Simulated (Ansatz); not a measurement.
A trial cell of SiGeW3, before relaxation:

Space group P4/mmm (No. 123). a = 4.204 Å, b = 4.204 Å, c = 5.782 Å, α = 90.00°, β = 90.00°, γ = 90.00°
```csv
atom,site,symmetry,x,y,z
Si,1c,4/mmm,0.5000,0.5000,0.0000
Ge,1b,4/mmm,0.0000,0.0000,0.5000
W,2g,4mm,0.0000,0.0000,0.8081
W,1d,4/mmm,0.5000,0.5000,0.5000
```

Method: Ansatz 0.2.0, DFT PBE, scalar-relativistic, plane waves, PAW. Cutoff 420 eV, Gaussian smearing, Γ-centred meshes. Cell and atoms relax first on a coarse mesh and then on a finer one. In between, the cell is made exact in the group found at 0.06 Å. In metals the finer mesh still leaves noise of several meV/atom or more. The steps can't lower the symmetry of their start. No spin polarisation.

A guess keeps its type if space group and coordination stay and the shape of the cell changes little (axis ratios within about 15 %, angles within 6°); the volume may change.

Question: Does it keep its structure type, or change into something else?

Answer: It doesn't keep its type. The symmetry stays P4/mmm (No. 123). The volume per atom shrinks by 16.5 %, from 20.4 to 17.1 Å³. The shortest distance goes from 1.78 Å (Ge–W) to 2.37 Å (Ge–W). The ratio c/a of the conventional cell changes by a factor of 1.65. Counting neighbours within 15 % of an atom's shortest distance, the start has Ge 2, Si 10, W 1/6 and the end Ge 6, Si 8, W 4/6. In detail, at the end Si is surrounded by 8 W at 2.68 Å; around Ge lie 4 W at 2.37 Å and 2 W at 2.55 Å; W on a site of symmetry 4mm is surrounded by 1 W at 2.52 Å, 1 Ge at 2.55 Å and 4 Si at 2.68 Å; 1 more site not described.

```
CELL_PARAMETERS angstrom
3.34924 0.00000 0.00000
0.00000 3.34924 0.00000
0.00000 0.00000 7.60961
ATOMIC_POSITIONS crystal
Si 0.50000 0.50000 0.00000
Ge 0.00000 0.00000 0.50000
W 0.00000 0.00000 0.83458
W 0.00000 0.00000 0.16542
W 0.50000 0.50000 0.50000
```

Energies over the elements count from the elements' standard structures at the same level, with no fitted energy shifts.

Question: At what energy does it end?

Answer: +0.94 eV/atom. The separate elements lie lower, so it is unstable against them.

The last run used a 12×12×6 mesh (in the run's order of axes) for its 5-atom cell and Gaussian smearing of 0.10 eV. Spin–orbit coupling, which can matter for W, is left out. Symmetry constrained the relaxation, so the result can be a saddle point. Another cell of SiGeW3 relaxed alike, in P4mm, lies 0.46 eV/atom lower, so this cell isn't the stable form at this level.

In counts of neighbours, a slash parts the counts of unlike sites.
